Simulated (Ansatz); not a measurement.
TePb:
```cif
data_PbTe
_chemical_formula_sum 'Te1 Pb1'
_space_group_name_H-M_alt 'P 1'
_space_group_IT_number 1
_cell_length_a 4.62061
_cell_length_b 4.62061
_cell_length_c 4.62061
_cell_angle_alpha 60.000
_cell_angle_beta 60.000
_cell_angle_gamma 60.000
loop_
_space_group_symop_operation_xyz
  'x, y, z'
loop_
_atom_site_label
_atom_site_type_symbol
_atom_site_fract_x
_atom_site_fract_y
_atom_site_fract_z
_atom_site_occupancy
Te1 Te 0.00000 0.00000 0.00000 1
Pb1 Pb 0.50000 0.50000 0.50000 1
```

This is the r²SCAN-relaxed structure.

Question: All from DFT-r²SCAN in the program Ansatz with PAW potentials, unless another level is named. Predict the hole effective mass.

Answer: 0.088, 0.088, 0.60 mₑ (principal values).

Question: Give the band gap.

Answer: 1.09 eV (direct).

Question: Next, the formation energy from the elements (no fitted shifts)?

Answer: -0.50 eV/atom.

Question: And the weight of the conduction-edge state by species (Voronoi cells)?

Answer: Pb 64 %, Te 36 %.

Question: And the weight of the valence-edge state by species (Voronoi cells)?

Answer: Te 68 %, Pb 32 %.

Space group Fm-3m (rock salt). The r²SCAN relaxation kept the symmetry of its start. The references are the lowest solids computed at this level, not always the standard phases. Spin–orbit coupling is left out wherever it is not named.

Potentials: the later of the program's two PAW sets.
